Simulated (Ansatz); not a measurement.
What DFT gives for BiRh

```
Rh Bi
1.0
     4.06850    0.00000    0.00000
    -2.03425    3.52342    0.00000
     0.00000    0.00000    5.62772
Rh Bi
2 2
Direct
  0.00000 0.00000 0.00000
  0.00000 0.00000 0.50000
  0.33333 0.66667 0.25000
  0.66667 0.33333 0.75000
```

Level: r2SCAN, spin-orbit coupling; 500 eV; 10×10×6 Γ-centred mesh; fermi-dirac occupations (width 0.1 eV); Ansatz 0.2.0, fixed geometry.

The state carries no moments; the state need not be the lowest.

**Charges.** Bader charges in e: Bi +0.42, Rh -0.42. In the mean Bi gives up most and Rh takes most.
**Formation energy.** -0.10 eV an atom against the elements' usual phases (free molecules for gases, crystals otherwise, with no correction for O₂ or N₂), so it is bound against them; other compounds may still compete. Relaxing would lower it.
**At the Fermi level.** It is a metal, with about 2.4 states/eV a cell as the mean within 0.25 eV of the Fermi level, mostly Rh d (54 %) and Bi p (36 %).
**Stress.** The pressure is 6.1 GPa (compression positive), so with the atoms held at these fractions the cell would first expand.

Origin: a database entry at a rescaled volume.
